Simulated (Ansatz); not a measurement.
The calculation used Ansatz 0.2.0, DFT r2SCAN, scalar-relativistic, plane waves, PAW.

Structure of ZnS:

```
CELL_PARAMETERS angstrom
3.80874 0.00000 0.00000
-1.90437 3.29846 0.00000
0.00000 0.00000 12.46647
ATOMIC_POSITIONS crystal
Zn 0.00000 0.00000 0.00011
Zn 0.00000 0.00000 0.50011
Zn 0.33333 0.66667 0.25007
Zn 0.66667 0.33333 0.75007
S 0.00000 0.00000 0.18724
S 0.00000 0.00000 0.68724
S 0.33333 0.66667 0.43758
S 0.66667 0.33333 0.93758
```

Plane waves to 500 eV, a k mesh through Γ of 6×6×2 on the computed 8-atom cell and Gaussian smearing (0.02 eV); no spin polarisation.

Levels along Γ–M–K–Γ–A–L–H–A | L–M | H–K, in eV from a zero inside the gap, sorted by energy at each point. Points in fractions of the primitive reciprocal vectors: Γ (0.000 0.000 0.000), M (0.500 0.000 0.000), K (0.333 0.333 0.000), A (0.000 0.000 0.500), L (0.500 0.000 0.500), H (0.333 0.333 0.500).
```tsv
point	k (1/Å, with 2π)	band 33	band 34	band 35	band 36	band 37	band 38	band 39
Γ	0.000	-1.85	-1.41	-1.37	-1.37	1.37	2.34	2.57
-	0.136	-1.92	-1.70	-1.46	-1.42	1.68	2.61	2.82
-	0.272	-2.11	-2.10	-1.59	-1.54	2.28	3.15	3.32
-	0.408	-2.36	-2.35	-1.81	-1.73	2.76	3.31	3.51
-	0.544	-2.62	-2.61	-2.08	-1.93	2.82	3.07	3.31
-	0.680	-2.84	-2.83	-2.34	-2.11	2.59	2.77	3.03
-	0.816	-2.98	-2.98	-2.49	-2.23	2.41	2.50	2.85
M	0.952	-3.03	-3.01	-2.52	-2.28	2.37	2.38	2.79
-	1.031	-3.08	-2.94	-2.54	-2.36	2.43	2.47	2.90
-	1.110	-3.17	-2.88	-2.60	-2.57	2.60	2.71	3.21
-	1.188	-3.25	-2.89	-2.85	-2.67	2.83	3.01	3.67
-	1.267	-3.28	-3.23	-2.81	-2.79	3.06	3.33	4.13
-	1.345	-3.54	-3.27	-2.94	-2.79	3.29	3.62	4.19
-	1.424	-3.78	-3.23	-3.09	-2.77	3.51	3.85	4.09
K	1.502	-3.75	-3.20	-3.20	-2.76	3.64	3.92	3.92
-	1.659	-3.63	-3.14	-2.99	-2.79	3.41	3.79	4.05
-	1.817	-3.19	-3.13	-2.89	-2.60	3.36	3.67	4.24
-	1.974	-3.01	-2.99	-2.62	-2.20	3.59	3.75	3.82
-	2.131	-2.80	-2.52	-2.10	-1.87	3.22	3.82	4.02
-	2.288	-2.27	-2.11	-1.69	-1.63	2.50	3.40	3.53
-	2.445	-1.95	-1.75	-1.47	-1.44	1.76	2.69	2.90
Γ	2.602	-1.85	-1.41	-1.37	-1.37	1.37	2.34	2.57
-	2.638	-1.80	-1.44	-1.37	-1.37	1.40	2.34	2.56
-	2.674	-1.75	-1.53	-1.38	-1.38	1.47	2.35	2.54
-	2.710	-1.70	-1.67	-1.40	-1.40	1.59	2.37	2.52
-	2.746	-1.65	-1.65	-1.42	-1.42	1.73	2.38	2.48
-	2.782	-1.61	-1.61	-1.45	-1.45	1.88	2.41	2.41
-	2.818	-1.56	-1.56	-1.48	-1.48	2.04	2.32	2.44
A	2.854	-1.52	-1.52	-1.52	-1.52	2.19	2.19	2.48
-	2.990	-1.69	-1.69	-1.57	-1.57	2.41	2.41	2.74
-	3.126	-1.98	-1.98	-1.72	-1.72	2.82	2.82	3.29
-	3.262	-2.17	-2.17	-1.92	-1.92	3.01	3.01	3.55
-	3.398	-2.35	-2.35	-2.15	-2.15	2.91	2.91	3.45
-	3.534	-2.57	-2.57	-2.34	-2.34	2.78	2.78	3.28
-	3.671	-2.80	-2.80	-2.47	-2.47	2.72	2.72	3.16
L	3.807	-2.92	-2.92	-2.52	-2.52	2.71	2.71	3.12
-	3.885	-2.97	-2.97	-2.55	-2.55	2.82	2.82	3.20
-	3.964	-3.10	-3.10	-2.62	-2.62	3.09	3.09	3.42
-	4.042	-3.31	-3.31	-2.70	-2.70	3.38	3.38	3.64
-	4.121	-3.45	-3.45	-2.77	-2.77	3.46	3.46	3.92
-	4.199	-3.41	-3.41	-2.87	-2.87	3.43	3.43	4.17
-	4.278	-3.31	-3.31	-2.97	-2.97	3.39	3.39	4.32
H	4.356	-3.24	-3.24	-3.04	-3.04	3.37	3.37	4.37
-	4.514	-3.46	-3.46	-2.81	-2.81	3.47	3.47	4.20
-	4.671	-3.41	-3.41	-2.52	-2.52	3.66	3.66	3.98
-	4.828	-2.92	-2.92	-2.26	-2.26	3.50	3.50	4.25
-	4.985	-2.42	-2.42	-2.06	-2.06	3.30	3.30	4.14
-	5.142	-2.05	-2.05	-1.82	-1.82	2.98	2.98	3.53
-	5.299	-1.73	-1.73	-1.60	-1.60	2.48	2.48	2.82
A	5.456	-1.52	-1.52	-1.52	-1.52	2.19	2.19	2.48
L	5.456	-2.92	-2.92	-2.52	-2.52	2.71	2.71	3.12
-	5.492	-2.99	-2.85	-2.58	-2.46	2.69	2.69	3.05
-	5.528	-3.03	-2.77	-2.65	-2.40	2.64	2.64	2.98
-	5.564	-3.04	-2.72	-2.69	-2.36	2.56	2.57	2.91
-	5.600	-3.04	-2.80	-2.62	-2.32	2.48	2.50	2.85
-	5.636	-3.03	-2.88	-2.57	-2.30	2.42	2.43	2.82
-	5.672	-3.02	-2.95	-2.54	-2.28	2.38	2.39	2.80
M	5.708	-3.03	-3.01	-2.52	-2.28	2.37	2.38	2.79
H	5.708	-3.24	-3.24	-3.04	-3.04	3.37	3.37	4.37
-	5.744	-3.35	-3.13	-3.05	-3.05	3.38	3.38	4.21
-	5.780	-3.45	-3.07	-3.07	-3.03	3.43	3.43	4.05
-	5.816	-3.55	-3.10	-3.10	-2.94	3.50	3.50	3.92
-	5.852	-3.63	-3.13	-3.13	-2.86	3.61	3.61	3.80
-	5.888	-3.69	-3.16	-3.16	-2.81	3.71	3.73	3.73
-	5.924	-3.73	-3.19	-3.19	-2.77	3.66	3.85	3.85
K	5.960	-3.75	-3.20	-3.20	-2.76	3.64	3.92	3.92
```

Cost: 1 run of about 4.2 core-minutes, on Arm Neoverse V1 (shared hosts).